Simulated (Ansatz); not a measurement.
A geometry of InSe away from equilibrium: step 3 of the relaxation of a relaxed InSe cell stretched uniformly to 150 % of its volume. All values below come from PBE (plane waves to 420 eV, PAW, scalar-relativistic; Ansatz, an electronic-structure program). Γ-centred k-mesh 6×6×2 on the run's cell (coarser than for final values), Fermi–Dirac smearing 0.05 eV. The plane waves were selected for a different cell earlier on the path.

```
InSe
1.0
    4.28906     0.00000     0.00000
   -2.14453     3.71443     0.00000
    0.00000     0.00000    19.86790
In Se
4 4
Cartesian
  0.00000   2.47629  13.45005
  2.14453   1.23814   3.51610
  2.14453   1.23814   6.41786
  0.00000   2.47629  16.35181
  0.00000   2.47629   2.38271
  2.14453   1.23814  12.31666
  2.14453   1.23814  17.48519
  0.00000   2.47629   7.55124
```

Question: What forces act on the atoms (eV/Å)?

Answer: 
```json
[
 {"atom": "In1", "Fx": "0.00", "Fy": "0.00", "Fz": "0.35"},
 {"atom": "In2", "Fx": "0.00", "Fy": "0.00", "Fz": "0.35"},
 {"atom": "In3", "Fx": "0.00", "Fy": "0.00", "Fz": "-0.35"},
 {"atom": "In4", "Fx": "0.00", "Fy": "0.00", "Fz": "-0.35"},
 {"atom": "Se5", "Fx": "0.00", "Fy": "0.00", "Fz": "-0.12"},
 {"atom": "Se6", "Fx": "0.00", "Fy": "0.00", "Fz": "-0.12"},
 {"atom": "Se7", "Fx": "0.00", "Fy": "0.00", "Fz": "0.12"},
 {"atom": "Se8", "Fx": "0.00", "Fy": "0.00", "Fz": "0.12"}
]
```

The path ends in P6₃/mmc (No. 194). No spin polarisation in the result. No dispersion correction is included, so spacings between layers, chains or molecules are soft and tend to come out too large.

The run could not lose the symmetry of its start.

Without dispersion the volume is uncertain too.
